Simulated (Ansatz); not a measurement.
## Which starts lead to the lowest Mg3Sn2N2 cell?

Method: DFT PBE, scalar-relativistic, plane waves, PAW in Ansatz 0.2.0. The screen uses 420 eV, coarse Γ-centred meshes (up to 0.6 Å⁻¹ on the start cell), Gaussian smearing of 0.2 eV, tolerances of 0.08 eV/Å and 0.8 GPa and 16 steps at most, with the symmetry of each start kept. No spin polarisation. Energies are free energies per atom, good to about 0.1 eV/atom between metallic cells, end volumes are rough, and groups of ends are read at 0.1 Å.

The candidates are structure types from databases with the species swapped, cells proposed by chemical analogy and random cells on Wyckoff sites, with guessed sizes.

```
 #                    made from                       sites  V start (Å³/atom)
 1        Ni3Pb2Se2 cell (R-3m)      Mg 9d; Sn 3b, 3a; N 6c               16.0
 2         Mg2H2O3 cell (P-3m1)      Mg 2d, 1a; Sn 2d; N 2d               15.1
 3         random sites (I-4m2)  Mg 4e, 2d; Sn 2b, 2c; N 4e               18.4
 4         random sites (P-3m1)          Mg 3f; Sn 2d; N 2d               21.3
 5         random sites (P-3m1)      Mg 1b, 2d; Sn 2c; N 2d               21.9
 6  proposed by analogy (P-3m1)      Mg 1a, 2d; Sn 2d; N 2d               17.4
 7          random sites (P6mm)          Mg 3c; Sn 2b; N 2b               22.4
 8          random sites (P3m1)  Mg 3d; Sn 1b, 1c; N 1b, 1a               21.0
 9          random sites (Immm)  Mg 4i, 2c; Sn 2b, 2d; N 4j               17.7
10          random sites (Cmmm)      Mg 4g, 2c; Sn 4k; N 4j               18.5
11         Ni3Sn2S2 cell (R-3m)      Mg 9e; Sn 3b, 3a; N 6c               15.5
12          K2Sn2O3 cell (R-3m)      Mg 9d; Sn 6c; N 3a, 3b               17.4
13         random sites (P-6m2)  Mg 1c, 1f, 1d; Sn 2g; N 2g               17.5
14        random sites (P6/mmm)      Mg 1b, 2e; Sn 2c; N 2d               22.5
15  proposed by analogy (P-3m1)      Mg 1a, 2d; Sn 2c; N 2d               17.4
16         random sites (P-62m)          Mg 3f; Sn 2c; N 2e               20.5
17          random sites (P4mm)      Mg 1a, 2c; Sn 2c; N 2c               22.5
18        random sites (P6/mmm)      Mg 1b, 2d; Sn 2c; N 2e               20.3
19   proposed by analogy (R-3m)      Mg 3a, 6c; Sn 6c; N 6c               17.4
20          random sites (C2/m)      Mg 4g, 2b; Sn 4h; N 4i               17.6
21   proposed by analogy (R-3m)      Mg 9d; Sn 3b, 3a; N 6c               17.4
22         random sites (P-3m1)      Mg 3f; Sn 2d; N 1b, 1a               19.9
23        random sites (P6/mmm)      Mg 2e, 1a; Sn 2c; N 2d               17.7
24          random sites (Cmm2)  Mg 2b, 4c; Sn 4d; N 2b, 2a               19.1
25         random sites (P-6m2)      Mg 3j; Sn 1b, 1e; N 2h               17.4
```

Q: What does the screen give?

A: The lowest end has space group P-3m1 (No. 164) and 17.4 Å³/atom; only candidate 15 reaches it. The lowest start before relaxing, candidate 15, is that one. 3 other ends lie within 0.1 eV/atom of it, so the top isn't resolved yet.

```tsv
#	E start (eV/atom)	E end (eV/atom)	end group	V end (Å³/atom)	finished	same end as
15	0.15	0.00	P-3m1	17.4	yes	-
6	0.17	0.01	P-3m1	17.0	yes	-
19	0.18	0.02	R-3m	17.4	yes	-
2	6.05	0.08	P-3m1	18.0	yes	-
20	2.25	0.29	C2/m	19.9	stopped early	-
4	2.56	0.36	P-3m1	28.1	yes	-
7	2.63	0.38	P6mm	23.8	stopped early	-
5	1.61	0.50	P-3m1	20.4	stopped early	-
16	2.57	0.56	P-62m	25.1	yes	-
3	6.22	0.57	I-4m2	19.0	stopped early	-
18	3.02	0.63	P6/mmm	20.8	stopped early	-
21	1.10	0.66	R-3m	27.5	stopped early	-
1	1.21	0.66	R-3m	28.2	stopped early	21
11	1.21	0.66	R-3m	28.2	stopped early	21
10	2.84	0.68	Cmmm	24.7	yes	-
17	2.01	0.69	P4mm	21.0	yes	-
25	2.67	0.76	P-6m2	25.3	yes	-
24	4.84	0.87	Cmm2	25.8	yes	-
9	2.25	0.88	I4/mmm	18.0	yes	-
12	5.59	0.95	R-3m	17.6	yes	-
13	1.85	0.98	P-6m2	23.5	stopped early	-
22	2.91	1.33	P6/mmm	17.6	yes	-
8	6.68	1.51	P3m1	23.9	stopped early	-
14	2.19	1.75	P6/mmm	24.4	yes	-
23	2.29	1.97	P6/mmm	23.9	yes	-
```

Energies count from the lowest end; groups are read at 0.1 Å. Cells stopped early, at the step cap or the time limit, are upper bounds. Ends are matched loosely, so a merged end can be a slightly distorted copy, and ends listed apart can be strained forms of one structure.

The runs shown took about 29 CPU minutes on Intel(R) Xeon(R) Processor @ 2.70GHz, a shared host. Some candidate types were left out of the draw beforehand, so a known form may be missing.
